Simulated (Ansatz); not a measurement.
Given:

Ta₂BN:
```cif
data_BNTa2
_chemical_formula_sum 'Ta2 N1 B1'
_space_group_name_H-M_alt 'P 1'
_space_group_IT_number 1
_cell_length_a 5.49466
_cell_length_b 5.49466
_cell_length_c 5.49466
_cell_angle_alpha 33.426
_cell_angle_beta 33.426
_cell_angle_gamma 33.426
loop_
_space_group_symop_operation_xyz
  'x, y, z'
loop_
_atom_site_label
_atom_site_type_symbol
_atom_site_fract_x
_atom_site_fract_y
_atom_site_fract_z
_atom_site_occupancy
Ta1 Ta 0.74762 0.74762 0.74762 1
Ta2 Ta 0.25238 0.25238 0.25238 1
N1 N 0.50000 0.50000 0.50000 1
B1 B 0.00000 0.00000 0.00000 1
```

This is the PBEsol-relaxed structure.

**Question.** All from PBEsol (plane waves, PAW; program Ansatz), unless another level is named. Estimate the electronic character.

**Answer.** metallic (no gap).

**Question.** Give the density of states at the Fermi level.

**Answer.** 0.30 states/eV per atom (mean over ±0.08 eV).

**Question.** Predict the formation energy from the elements (no fitted shifts).

**Answer.** -0.88 eV/atom.

**Question.** And the gap with spin–orbit coupling?

**Answer.** none (metallic).

Space group R-3m. The start of the workflow was typed in or built on a structure type; neither database checked (COD, Materials Project) lists it. Whether it is the stable phase at ambient conditions was not checked. The cell was relaxed with PBEsol under the symmetry of its start; whether a distortion lowers the energy is not shown. The run is not spin-polarised. The references are the lowest solids computed at this level, not always the standard phases (solids in place of the gases). Spin–orbit coupling is left out wherever it is not named.

Potentials: the earlier of the program's two PAW sets. The files were generated under PBE; for other functionals the program regenerates the frozen cores, and for LDA and PBEsol the local potential too.
